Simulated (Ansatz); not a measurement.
Random displacements in Ag

All numbers below come from DFT PBEsol, scalar-relativistic, plane waves, PAW in Ansatz 0.2.0. Cutoff 420 eV, Γ-centred 10×10×10 k-points, Gaussian smearing of 0.15 eV. No spin polarisation. Energies are free energies at this smearing, counted from the undisturbed cell; pressure is positive in compression.

The undisturbed cell (as given, not relaxed at this level; this bcc form isn't the usual structure):

```xyz
8
Lattice="-3.3113 3.3113 -3.3113 3.3113 -3.3113 -3.3113 -3.3113 -3.3113 3.3113" Properties=species:S:1:pos:R:3 pbc="T T T"
Ag   -1.6557   -1.6557   -1.6557
Ag    0.0000    0.0000   -3.3113
Ag    0.0000   -3.3113    0.0000
Ag    1.6557   -1.6557   -1.6557
Ag   -3.3113    0.0000    0.0000
Ag   -1.6557    1.6557   -1.6557
Ag   -1.6557   -1.6557    1.6557
Ag    0.0000    0.0000    0.0000
```

The atoms are displaced (Å, in the unstrained cell):

| atom | ux | uy | uz |
| --- | --- | --- | --- |
| Ag1 | 0.057 | -0.040 | -0.070 |
| Ag2 | 0.041 | 0.134 | -0.034 |
| Ag3 | -0.023 | 0.141 | -0.116 |
| Ag4 | -0.012 | -0.033 | -0.099 |
| Ag5 | -0.070 | -0.268 | 0.035 |
| Ag6 | 0.292 | -0.002 | -0.048 |
| Ag7 | -0.197 | 0.106 | 0.168 |
| Ag8 | -0.088 | -0.038 | 0.163 |

Strain (Voigt, engineering shear): (0.0023, -0.0061, 0.0114, -0.0262, 0.0050, -0.0057).

What are the energy change, the stress and the forces?

ΔE = 98.2 meV/atom; stress (xx, yy, zz, yz, xz, xy; compression positive) (-3.81, -3.59, -3.15, 0.39, -1.86, -0.04) GPa.
| atom | Fx (eV/Å) | Fy | Fz |
| --- | --- | --- | --- |
| Ag1 | -0.06 | 0.49 | -0.32 |
| Ag2 | 0.38 | -0.87 | -0.48 |
| Ag3 | -0.20 | 0.46 | 1.22 |
| Ag4 | -0.43 | 0.48 | -0.04 |
| Ag5 | 0.81 | 1.58 | -1.37 |
| Ag6 | -1.99 | -0.77 | 1.36 |
| Ag7 | 1.10 | -0.81 | 0.00 |
| Ag8 | 0.39 | -0.56 | -0.37 |

Cost: 1 run of about 9.8 core-minutes, on Arm Neoverse V2 (shared hosts).